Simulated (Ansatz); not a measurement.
Relaxation of Ni3Sn-type ScCd₃, step by step

Level of theory: DFT, PBEsol, scalar-relativistic, no spin polarisation; plane waves to 420 eV with PAW datasets (Ansatz 0.2.0), Γ-centred 4×4×6 mesh, 0.05 eV Gaussian smearing. The datasets are Ansatz's generated set soft_2.

The start was a prototype's sites filled with these elements; the Crystallography Open Database holds the compound in this structure.

```yaml
crystal:
  lattice:
    - [6.269089919, 0.0, 0.0]
    - [-3.1345449595, 5.4291911285, 0.0]
    - [0.0, 0.0, 5.0282955403]
  atoms:
    - { symbol: Sc, position: [0.3333333333, 0.6666666667, 0.25] }
    - { symbol: Sc, position: [0.6666666667, 0.3333333333, 0.75] }
    - { symbol: Cd, position: [0.8392, 0.6784, 0.25] }
    - { symbol: Cd, position: [0.1608, 0.8392, 0.75] }
    - { symbol: Cd, position: [0.3216, 0.1608, 0.25] }
    - { symbol: Cd, position: [0.1608, 0.3216, 0.75] }
    - { symbol: Cd, position: [0.8392, 0.1608, 0.25] }
    - { symbol: Cd, position: [0.6784, 0.8392, 0.75] }
basis:
  ecutwfc: 420
  ecutrho_ratio: 4
kpoints:
  mp_grid: { grid: [4, 4, 6] }
hamiltonian:
  xc: pbesol
scf:
  occupations: { method: gaussian, width: 0.05 }
output:
  forces: true
  stress: true
  eigenvalues: true
relax:
  f_tol: 0.01
  max_steps: 60
  cell: { stress_tol: 0.04 }
```

Launched as:
```sh
ansatz run input.yaml --threads 8 --pin off --max-ram 12288MiB --backend cpu --events-out ev --progress --plain --runs-dir out
```

Positions (Å) and forces (eV/Å) at the first step:

```xyz
8
Lattice="6.269 0.000 0.000 -3.135 5.429 0.000 0.000 0.000 5.028" Properties=species:S:1:pos:R:3:forces:R:3 pbc="T T T"
Sc    0.000    3.619    1.257    0.000    0.000    0.000
Sc    3.135    1.810    3.771    0.000    0.000    0.000
Cd    3.135    3.683    1.257    0.000   -0.460    0.000
Cd   -1.622    4.556    3.771    0.398   -0.230    0.000
Cd    1.512    0.873    1.257    0.398    0.230    0.000
Cd    0.000    1.746    3.771    0.000    0.460    0.000
Cd    4.757    0.873    1.257   -0.398    0.230    0.000
Cd    1.622    4.556    3.771   -0.398   -0.230    0.000
```

Problem. Where does the relaxation end?

Solution. After 5 further evaluations the energy is 28.4 meV/atom lower and the largest force component 0.001 eV/Å; space group P6_3/mmc.
```xyz
8
Lattice="6.259 0.000 0.000 -3.130 5.421 0.000 0.000 0.000 4.814" Properties=species:S:1:pos:R:3 pbc="T T T"
Sc    0.000    3.614    1.203
Sc    3.130    1.807    3.610
Cd    3.130    3.615    1.203
Cd   -1.566    4.518    3.610
Cd    1.564    0.903    1.203
Cd    0.000    1.806    3.610
Cd    4.695    0.903    1.203
Cd    1.566    4.518    3.610
```

The course:

```csv
step,E − E(end) (meV/atom),largest force component (eV/Å),P (GPa),a (Å),b (Å),c (Å),accepted
1,28.37,0.460,-2.83,6.269,6.269,5.028,yes
2,4.64,0.220,1.93,6.203,6.203,4.786,yes
3,0.02,0.003,-0.44,6.265,6.265,4.834,yes
4,-0.22,0.003,0.05,6.256,6.256,4.815,yes
5,-0.22,0.001,0.00,6.259,6.259,4.814,yes
6,0.00,0.001,0.00,6.259,6.259,4.814,yes
```

Late in the path the plane-wave basis is renewed for the changed cell, which shifts energy and pressure at the same geometry (Pulay error), so rows before the renewal hold an offset.

Step 2 in full:

```xyz
8
Lattice="6.203 0.000 0.000 -3.101 5.372 0.000 0.000 0.000 4.786" Properties=species:S:1:pos:R:3:forces:R:3 pbc="T T T"
Sc    0.000    3.581    1.197    0.000    0.000    0.000
Sc    3.101    1.791    3.590    0.000    0.000    0.000
Cd    3.101    3.556    1.197    0.000    0.220    0.000
Cd   -1.528    4.464    3.590   -0.191    0.110    0.000
Cd    1.573    0.908    1.197   -0.191   -0.110    0.000
Cd    0.000    1.816    3.590    0.000   -0.220    0.000
Cd    4.630    0.908    1.197    0.191   -0.110    0.000
Cd    1.528    4.464    3.590    0.191    0.110    0.000
```
